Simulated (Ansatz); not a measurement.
A geometry of AlRu away from equilibrium: step 2 of the relaxation of a relaxed AlRu cell, doubled along one cell vector, shaken by Gaussian noise of σ = 0.08 Å a coordinate. The numbers are results of PBEsol (plane waves to 420 eV, PAW, scalar-relativistic; Ansatz, a program for electronic structure), not measurements. Γ-centred k-mesh 11×11×6 on the run's cell (coarser than for final values), Fermi–Dirac smearing 0.05 eV. The plane waves were selected for a different cell earlier on the path.

```
AlRu
1.0
    2.96702    -0.02158     0.00443
   -0.02158     2.95755     0.02456
    0.00887     0.04911     5.87375
Ru Al
2 2
Direct
  0.98271   0.98995   0.00470
  0.97050   0.97042   0.49969
  0.48284   0.48981   0.25156
  0.49737   0.51915   0.74818
```

Question: What forces act on the atoms (eV/Å)?

Answer: 
```csv
atom,Fx,Fy,Fz
Ru1,0.16,0.30,-0.36
Ru2,0.66,1.03,-0.06
Al3,-0.17,-0.25,-0.02
Al4,-0.64,-1.07,0.44
```

The path ends in Pm-3m (No. 221) (CsCl type). No spin polarisation in the result.
